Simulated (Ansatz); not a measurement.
Molecular dynamics on a 1×1×1 supercell (4 atoms) of AgLuO2 (3R delafossite), relaxed with r2SCAN. Forces come from r2SCAN in the plane-wave code Ansatz: Langevin thermostat and barostat (NPT), 200 K, steps of 2 fs. Spin polarisation is off, nuclei are classical, and the run is far too short for thermal averages. The structure comes from a prototype and may be hypothetical.

```yaml
crystal:
  lattice:
    - [1.6997650781, 0.9813598254, 6.2334215142]
    - [-1.6997650781, 0.9813598254, 6.2334215142]
    - [0.0, -1.9627196508, 6.2334215142]
  atoms:
    - { symbol: Ag, position: [0.0, 0.0, 0.0] }
    - { symbol: Lu, position: [0.5, 0.5, 0.5] }
    - { symbol: O, position: [0.1105884217, 0.1105884217, 0.1105884217] }
    - { symbol: O, position: [0.8894115783, 0.8894115783, 0.8894115783] }
kpoints:
  mp_grid: { grid: [4, 4, 4] }
hamiltonian:
  xc: r2scan
scf:
  occupations: { method: fermi_dirac, width: 0.02 }
md:
  ensemble: npt_langevin
  temperature: 200
  timestep: 2.0
  n_steps: 20
  initial_velocities: maxwell_boltzmann
  seed: 898
```

Run as `ansatz run input.yaml --threads 4 --pin off --max-ram 3686MiB --backend cpu --events-out ev --progress --plain --runs-dir out`. It took 97 s on 4 threads of Arm Neoverse V2 (shared host), load about 0.6 per core; peak host memory 0.62 GiB.

```
step  t (fs)  T (K)  free energy F from step 0 (meV/atom)  kinetic energy (meV/atom)  pressure (GPa)  volume (Å³/atom)  largest force (eV/Å)
   0       0    150                                   0.0                       19.4            0.25             15.60                  0.00
   1       2    162                                   0.3                       20.9            0.30             15.60                  0.16
   2       4    161                                   1.4                       20.8            0.30             15.61                  0.32
   3       6    146                                   3.1                       18.9            0.29             15.62                  0.47
   4       8    128                                   5.1                       16.5            0.29             15.63                  0.60
   5      10    121                                   7.5                       15.7            0.24             15.65                  0.70
   6      12     92                                   9.6                       11.9            0.19             15.67                  0.77
   7      14    119                                  11.2                       15.4            0.23             15.67                  0.80
   8      16    119                                  12.4                       15.3            0.21             15.67                  0.79
   9      18    136                                  13.3                       17.6            0.17             15.68                  0.77
  10      20    161                                  14.1                       20.8            0.12             15.68                  0.83
  11      22    188                                  15.1                       24.3            0.18             15.67                  0.89
  12      24    189                                  16.1                       24.4            0.31             15.65                  0.95
  13      26    190                                  16.9                       24.5            0.41             15.64                  0.99
  14      28    208                                  17.7                       26.9            0.48             15.63                  1.00
  15      30    177                                  18.2                       22.9            0.53             15.62                  0.97
  16      32    218                                  18.3                       28.1            0.74             15.60                  0.93
  17      34    230                                  18.3                       29.8            0.93             15.57                  1.00
  18      36    247                                  18.8                       31.9            1.07             15.55                  1.07
  19      38    214                                  19.8                       27.7            1.10             15.55                  1.14
  20      40    211                                  21.0                       27.2            1.09             15.55                  1.19
```

The temperature starts at 150 K, is lowest at step 6 (92 K, 12 fs) and ends at 211 K. The atoms start on their lattice sites with kinetic energy alone, so much of it first passes into potential energy. The first value is 3/4 of the setting, since velocities are drawn without the motion of the centre of mass and T is counted over all atoms.

Positions (Å) and forces (eV/Å) at step 20:
```
cell (Å): 1.698 0.980 6.227; -1.698 0.980 6.227; 0.000 -1.961 6.227
Ag  -0.012   0.067  -0.031     0.103  -0.102   0.403
Lu  -0.033  -0.042   9.387     0.594   0.352  -0.974
O    0.077   0.025   2.032    -0.386  -0.185   0.342
O    0.029  -0.011  16.595    -0.310  -0.066   0.229
```
